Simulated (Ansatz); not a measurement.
Relaxed-ion elastic tensor of BaTiO₃ (cubic perovskite, Pm-3m) in GPa (Voigt order), plane-wave PAW PBEsol (Ansatz code); density 6.19 g/cm³, 12.52 Å³ per atom.

|  | 1 | 2 | 3 | 4 | 5 | 6 |
|---|---|---|---|---|---|---|
| 1 | 319 | 111 | 111 | 0.0 | 0.0 | 0.0 |
| 2 | 111 | 319 | 111 | 0.0 | 0.0 | 0.0 |
| 3 | 111 | 111 | 319 | 0.0 | 0.0 | 0.0 |
| 4 | 0.0 | 0.0 | 0.0 | 126 | 0.0 | 0.0 |
| 5 | 0.0 | 0.0 | 0.0 | 0.0 | 126 | 0.0 |
| 6 | 0.0 | 0.0 | 0.0 | 0.0 | 0.0 | 126 |

Task: Is the crystal mechanically stable?

Result: Yes: the smallest eigenvalue of C is 126 GPa.

Task: Work out the Voigt, Reuss and Hill averages.

Result: K_V = 180, K_R = 180, K_H = 180; G_V = 117, G_R = 116, G_H = 117 GPa.

Task: Give Young's modulus, Poisson's ratio, Pugh's ratio and the universal anisotropy index.

Result: E = 9KG/(3K + G) = 288 GPa; ν = 0.23; K/G = 1.55 (brittle by the Pugh limit of 1.75); A_U = 5G_V/G_R + K_V/K_R − 6 = 0.04.

Task: Estimate the sound speeds and the Debye temperature.

Result: v_l = √((K + 4G/3)/ρ) = 7360 m/s, v_t = √(G/ρ) = 4340 m/s, mean 4810 m/s; Θ = (h/k)(3n/4πV)^(1/3) v_m = 617 K.

Task: Give the Zener ratio and Young's modulus along [100], [110] and [111].

Result: A = 2C44/(C11 − C12) = 1.21; 1/E = S11 − 2(S11 − S12 − S44/2)Γ with Γ = 0, 1/4, 1/3 gives 262, 294, 306 GPa.

Task: Solve the Christoffel equation for the three sound speeds along [100], [110], [111].

Result: Eigenvalues of C_ijkl n_j n_l equal ρv². In km/s, slowest first: [100] 4.51, 4.51, 7.18; [110] 4.10, 4.51, 7.42; [111] 4.24, 4.24, 7.50.

This is a known high-temperature phase of the composition, computed here at zero pressure and temperature. Symmetry was held in the PBEsol relaxation; whether a distortion lowers the energy is not shown. No spin polarisation was allowed. Scalar-relativistic: spin–orbit coupling is off unless named, which matters more the heavier the elements.

Potentials: the earlier of the program's two PAW sets. The files were generated under PBE; for other functionals the program regenerates the frozen cores, and for LDA and PBEsol the local potential too.
